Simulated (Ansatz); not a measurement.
Mg$_{2}$C$_{3}$: moving C off its site

Mg$_{2}$C$_{3}$, C2/m, a = 4.774 Å, b = 4.679 Å, c = 5.011 Å, β = 104.3°. The structure is a COD entry; whether it is the stable form wasn't checked. Ansatz: r2SCAN, PAW, 500 eV, Γ-centred 8×8×6 mesh on 5 atoms, Gaussian smearing 0.05 eV; no spin polarisation.

```xyz
5
Lattice="2.3870 -2.3394 -0.0063 2.3870 2.3394 -0.0063 -1.2254 0.0000 4.8584" Properties=species:S:1:pos:R:3 pbc="T T T"
Mg    3.6154    0.0000    0.9538
Mg   -0.0667    0.0000    3.8919
C     1.1317    0.0000    1.2664
C     2.4170    0.0000    3.5793
C     1.7743    0.0000    2.4229
```

Atom 3 (C) moves by x along the unit vector (0.486, 0.000, 0.874), with its periodic images; all else is held. y is the free energy of the cell over the start, F the force along the path summed over the moved atoms.

| x (Å) | y (meV) | F (eV/Å) |
| --- | --- | --- |
| -0.2000 | 790.7 | 6.70 |
| -0.1333 | 390.3 | 5.22 |
| -0.0667 | 109.4 | 3.09 |
| 0.0000 | 0.0 | 0.00 |
| 0.0333 | 32.5 | -2.02 |
| 0.0667 | 139.4 | -4.46 |
| 0.1000 | 334.8 | -7.37 |
| 0.1333 | ? | ? |
| 0.1667 | 1066.5 | -15.03 |
| 0.2000 | 1647.2 | -19.99 |

Problem. Fit y = c2 x² + c3 x³ + c4 x⁴ to the energies of the other rows, give the force constant, and predict energy and force of the missing row.

Solution. Least squares on the rows shown. y = 27600 x² + 53343 x³ + 71607 x⁴. The force constant is 2 c2 = 55.2 eV/Å² (for all images moving together, not for a lone atom). The force −dy/dx at the missing row is -10.88 eV/Å (computed -10.85). At x = 0.1333 the fit asked for gives 639.4 meV. The run gave 636.4 meV, so the fit is 3.0 meV too high, within twice the rms miss on the fitted rows (2.0 meV).

Cost: 10 runs of about 3.6 core-minutes in all, on Arm Neoverse V2 (shared hosts).